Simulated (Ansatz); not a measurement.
HfO₂:
Space group P4₂/nmc, origin choice 1 (No. 137); a = b = 3.5675 Å, c = 5.1668 Å, α = β = γ = 90.00°

```csv
atom,site,symmetry,x,y,z
Hf,2a,-4m2,0.0000,0.0000,0.0000
O,4d,2mm.,0.0000,0.5000,0.2001
```

Relaxed with PBEsol.

Task: Which orbitals make up the states near the band edges in PBEsol in the plane-wave PAW code Ansatz?

Result: Top 1 eV of the valence band: O 2p 91 %, Hf 5d 6 %. Bottom 1 eV of the conduction band: Hf 5d 84 %, O 2p 11 %. Projections are on Löwdin-orthogonalised atomic valence shells; empty p or d shells of many metals are not among them.

Task: Tabulate the density of states.

Result: States/eV per cell of 6 atoms, in 0.25 eV bins, energy from the valence-band maximum.

```tsv
E (eV)	total	O 2p	Hf 5d	O 2s
-7.85	0.00	0.00	0.00	0.00
-7.60	0.00	0.00	0.00	0.00
-7.35	0.00	0.00	0.00	0.00
-7.10	0.00	0.00	0.00	0.00
-6.85	0.00	0.00	0.00	0.00
-6.60	0.00	0.00	0.00	0.00
-6.35	0.00	0.00	0.00	0.00
-6.10	0.00	0.00	0.00	0.00
-5.85	0.02	0.01	0.01	0.00
-5.60	0.33	0.21	0.09	0.00
-5.35	0.94	0.61	0.24	0.01
-5.10	1.26	0.84	0.31	0.01
-4.85	1.89	1.28	0.44	0.02
-4.60	3.50	2.39	0.92	0.02
-4.35	6.94	4.79	1.89	0.03
-4.10	5.55	3.89	1.43	0.03
-3.85	5.13	3.78	1.02	0.05
-3.60	6.06	4.54	1.16	0.06
-3.35	3.68	2.86	0.57	0.05
-3.10	5.20	4.09	0.74	0.08
-2.85	3.45	2.81	0.42	0.04
-2.60	3.15	2.56	0.37	0.06
-2.35	1.84	1.50	0.22	0.04
-2.10	3.45	2.82	0.39	0.07
-1.85	4.77	4.01	0.49	0.07
-1.60	4.94	4.20	0.50	0.05
-1.35	5.37	4.60	0.53	0.05
-1.10	6.66	5.75	0.66	0.05
-0.85	5.83	5.11	0.51	0.04
-0.60	5.68	5.11	0.37	0.04
-0.35	6.92	6.38	0.32	0.04
-0.10	3.47	3.29	0.08	0.02
0.15	0.00	0.00	0.00	0.00
0.40	0.00	0.00	0.00	0.00
0.65	0.00	0.00	0.00	0.00
0.90	0.00	0.00	0.00	0.00
1.15	0.00	0.00	0.00	0.00
1.40	0.00	0.00	0.00	0.00
1.65	0.00	0.00	0.00	0.00
1.90	0.00	0.00	0.00	0.00
2.15	0.00	0.00	0.00	0.00
2.40	0.00	0.00	0.00	0.00
2.65	0.00	0.00	0.00	0.00
2.90	0.00	0.00	0.00	0.00
3.15	0.00	0.00	0.00	0.00
3.40	0.00	0.00	0.00	0.00
3.65	0.00	0.00	0.00	0.00
3.90	0.00	0.00	0.00	0.00
4.15	0.00	0.00	0.00	0.00
4.40	0.00	0.00	0.00	0.00
4.65	0.12	0.01	0.09	0.00
4.90	0.63	0.08	0.51	0.00
5.15	4.49	0.41	3.85	0.06
5.40	8.19	0.92	6.88	0.12
5.65	8.48	1.13	7.02	0.06
5.90	8.93	1.06	7.60	0.04
6.15	1.16	0.13	1.01	0.00
6.40	0.02	0.00	0.00	0.01
6.65	0.08	0.00	0.01	0.03
6.90	0.13	0.01	0.01	0.04
7.15	0.34	0.03	0.08	0.08
7.40	5.97	0.34	3.77	0.94
7.65	4.95	0.41	3.01	0.70
7.90	4.55	0.50	2.90	0.53
8.15	2.94	0.39	1.87	0.30
8.40	2.20	0.33	1.43	0.21
8.65	2.27	0.39	1.47	0.18
8.90	3.79	0.73	2.52	0.20
9.15	5.33	1.14	3.53	0.17
9.40	4.94	1.13	3.07	0.14
```

Space group P4_2/nmc. This is a known high-temperature phase of the composition, computed here at zero pressure and temperature. Symmetry was held in the PBEsol relaxation; its stability against distortions is not shown here. The run is not spin-polarised. Scalar-relativistic: spin–orbit coupling is off unless named, which matters more the heavier the elements.

Potentials: the earlier of the program's two PAW sets. The files were generated under PBE; for other functionals the program regenerates the frozen cores, and for LDA and PBEsol the local potential too.
